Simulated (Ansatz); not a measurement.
ZnInGaO$_{4}$:
```xyz
7
Lattice="1.6555 0.9558 8.5876 -1.6555 0.9558 8.5876 0.0000 -1.9116 8.5876" Properties=species:S:1:pos:R:3 pbc="T T T"
Zn     0.0000     0.0000     5.6352
In     0.0000     0.0000     0.0791
Ga     0.0000     0.0000    20.2780
O      0.0000     0.0000     7.6051
O      0.0000     0.0000    18.3272
O      0.0000     0.0000     3.1183
O      0.0000     0.0000    22.2459
```

Relaxed with r²SCAN. Special points in fractions of this cell's reciprocal vectors: Γ (0.000, 0.000, 0.000); T (0.500, 0.500, 0.500); H2 (0.825, 0.175, 0.500); H0 (0.500, -0.175, 0.175); L (0.500, 0.000, 0.000); S0 (0.337, -0.337, 0.000); S2 (0.663, 0.000, 0.337); F (0.500, 0.000, 0.500).

List the band energies nearest the valence-band maximum at these points for plane-wave PAW r²SCAN with spin–orbit coupling (Ansatz code).

In eV from the valence-band maximum; about four levels below and three above (degenerate sets whole), none deeper than 8.9 eV; points with the same levels are listed once.

```tsv
k	below	above
Γ	-0.05 -0.05 0.00 0.00	1.75 1.75 4.93 4.93
T	-0.05 -0.05 0.00 0.00	3.09 3.09 3.40 3.40
H2	-0.79 -0.78 -0.48 -0.48	7.21 7.21 8.43
L	-0.61 -0.61 -0.37 -0.37	5.90 5.90 6.69 6.69
S0	-0.79 -0.78 -0.48 -0.47	7.22 7.22 8.44
F	-0.90 -0.90 -0.54 -0.54	6.02 6.02 6.53 6.53
```

Space group R3m. The r²SCAN relaxation kept the symmetry of its start.

Potentials: the earlier of the program's two PAW sets. The files were generated under PBE; for other functionals the program regenerates the frozen cores, and for LDA and PBEsol the local potential too.
